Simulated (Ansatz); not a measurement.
# CoW3 (Pm-3m), clamped-ion strain scan

Theory: Ansatz, DFT PBEsol, scalar-relativistic, plane waves, PAW. Settings: plane waves to 420 eV, k-mesh 12×12×12 (Γ-centred), Gaussian smearing 0.15 eV. Spin–orbit coupling is left out, which matters for the heavy elements here. No spin polarisation. A magnetic state may lie lower. Energies are free energies at this smearing, counted from the undisturbed cell; pressure is positive in compression.

Zero of the scan (relaxed at this level; it needn't be the usual structure):

```
CELL_PARAMETERS angstrom
3.85824 0.00000 0.00000
0.00000 3.85824 0.00000
0.00000 0.00000 3.85824
ATOMIC_POSITIONS crystal
Co 0.00000 0.00000 0.00000
W 0.00000 0.50000 0.50000
W 0.50000 0.00000 0.50000
W 0.50000 0.50000 0.00000
```

The cell is strained by ε times the Voigt pattern (0, 0, 0, 1, 0, 0) (xx, yy, zz, yz, xz, xy; engineering shear) with fractional coordinates fixed. The cell is metallic on the mesh throughout.

```tsv
ε	ΔE (meV/atom)	stress summed along the pattern (GPa, tension positive)	pressure (GPa)
-0.0400	9.3	-5.19	0.5
-0.0200	2.3	-2.61	0.1
0.0000	0.0	0.00	0.0
0.0050	0.1	0.65	0.0
0.0100	0.6	1.31	0.1
0.0150	1.3	1.96	0.1
0.0250	3.7	3.26	0.2
0.0300	5.3	3.90	0.3
0.0350	7.2	4.54	0.4
```

By symmetry 0.0400 repeats -0.0400, -0.0300 repeats 0.0300, 0.0200 repeats -0.0200, -0.0100 repeats 0.0100 in energy, with the opposite slope along the path.